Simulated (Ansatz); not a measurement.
**MnPt₃ (Pm-3m): electronic heat capacity from the density of states**

Theory: DFT r2SCAN, scalar-relativistic, plane waves, PAW in Ansatz.

Settings: cutoff 500 eV, Γ-centred mesh 12×12×12 on the computed 4-atom cell, Gaussian smearing of 0.10 eV; collinear spin from starting moments 4.46 0.21 0.21 0.21 μB.

Relaxed cell: Pm-3m, a = 3.909 Å, b = 3.909 Å, c = 3.909 Å, α = 90.00°, β = 90.00°, γ = 90.00°, 4 atoms in the primitive cell. Whether it is the stable form of this composition wasn't checked.

The density of states at the Fermi level is 2.935 states/eV in the cell of 4 atoms (1 formula unit; both spins, tetrahedra on a 18×18×18 mesh). The run ends with a moment of 4.57 μB a cell (largest on a site 4.06 μB), and the figure is for this state; a paramagnetic sample can have a quite different one. Another magnetic order, if the compound takes it, can change N(E_F) and the shape of the cell a good deal.

**Question.** What Sommerfeld coefficient does this give?

**Answer.** Per formula unit N(E_F) = 2.935 states/eV. γ = (π²/3) k_B² N(E_F) N_A = 2.357 mJ/(mol K²) per state/eV, so γ = 6.9 mJ/(mol K²), a mole of formula units. This is the bare band result: a measured γ of the same phase and magnetic order is as a rule larger by a factor 1 + λ from phonons and spin fluctuations. N(E_F) at one energy is sensitive to the mesh where the density of states has sharp peaks.

The state reached may not be the lowest one. Spin-orbit coupling is left out, which matters for the bands of heavy elements. Only parallel moments were tried here.

Only this magnetic start was tried.